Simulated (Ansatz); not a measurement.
Relaxed-ion elastic tensor of Si in space group P6_3/mmc (No. 194; Si on 4e, Si on 4f, Si on 4f) in GPa (Voigt order), DFT-r²SCAN in the program Ansatz with PAW potentials; density 2.31 g/cm³, 20.16 Å³ per atom.

```
 195  54.6  40.2   0.0   0.0   0.0
54.6   195  40.2   0.0   0.0   0.0
40.2  40.2   212   0.0   0.0   0.0
 0.0   0.0   0.0  58.8   0.0   0.0
 0.0   0.0   0.0   0.0  58.8   0.0
 0.0   0.0   0.0   0.0   0.0  70.4
```

Question: Is the crystal mechanically stable?

Answer: Yes: the smallest eigenvalue of C is 58.8 GPa.

Question: Work out the Voigt, Reuss and Hill averages.

Answer: K_V = 97.0, K_R = 97.0, K_H = 97.0; G_V = 68.8, G_R = 67.5, G_H = 68.1 GPa.

Question: Give Young's modulus, Poisson's ratio, Pugh's ratio and the universal anisotropy index.

Answer: E = 9KG/(3K + G) = 166 GPa; ν = 0.22; K/G = 1.42 (brittle by the Pugh limit of 1.75); A_U = 5G_V/G_R + K_V/K_R − 6 = 0.10.

Question: Estimate the sound speeds and the Debye temperature.

Answer: v_l = √((K + 4G/3)/ρ) = 9010 m/s, v_t = √(G/ρ) = 5430 m/s, mean 6000 m/s; Θ = (h/k)(3n/4πV)^(1/3) v_m = 656 K.

Question: Solve the Christoffel equation for the three sound speeds along x, y, z.

Answer: Eigenvalues of C_ijkl n_j n_l equal ρv². In km/s, slowest first: x 5.04, 5.52, 9.19; y 5.04, 5.52, 9.19; z 5.04, 5.04, 9.57.

Question: How much does each axis shrink under pressure?

Answer: Linear compressibilities β_i = Σ_j S_ij (j = 1 to 3): x 3.5, y 3.5, z 3.4 per TPa.

The start of the workflow was typed in or built on a structure type; the Crystallography Open Database copy checked does not list it. It is not the phase usual at ambient conditions (space group No. 227). The cell was relaxed with r²SCAN under the symmetry of its start; its stability against distortions is not shown here.

Potentials: the later of the program's two PAW sets.
